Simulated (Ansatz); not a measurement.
Structures of Cs2B: which is lowest?

Plane-wave DFT in Ansatz with scalar-relativistic PAW potentials, cutoff 420 eV, Γ-centred meshes chosen by cell and gap, Gaussian smearing with energies taken to zero width. Every cell was relaxed (cell and atoms) in a run of its own, within the symmetry of its start. Functional: PBE.

Relaxed structures (starts from databases or built by putting these elements on another compound's sites):
A. Fm-3m, 3 atoms in the computed cell, a = 8.306 Å; sites (symmetry × multiplicity) Cs -43m × 8, B m-3m × 4; start: built
B. Fd-3m, 6 atoms in the computed cell, a = 10.521 Å; sites (symmetry × multiplicity) Cs .-3m × 16, B -43m × 8; start: built
C. P6_3/mmc, 6 atoms in the computed cell, a = 4.695 Å, c = 18.253 Å; sites (symmetry × multiplicity) Cs 3m. × 4, B -6m2 × 2; start: built

Question: Rank them by energy. Could pressure change the order?

Answer:
```tsv
structure	group	E − E(lowest) (meV/atom)	V (Å³/atom)	gap on mesh (eV)
A	Fm-3m	0.0	47.76	0.00
C	P6_3/mmc	37	58.08	0.00
B	Fd-3m	555	48.53	0.00
```

A is lowest, 37 meV/atom under C. The lowest is also the densest of these, so pressure wouldn't bring one of the others in at first order. Other structures may lie lower than all of these, and vibrations aren't counted.

Spin-orbit coupling is left out, which matters for the bands of heavy elements.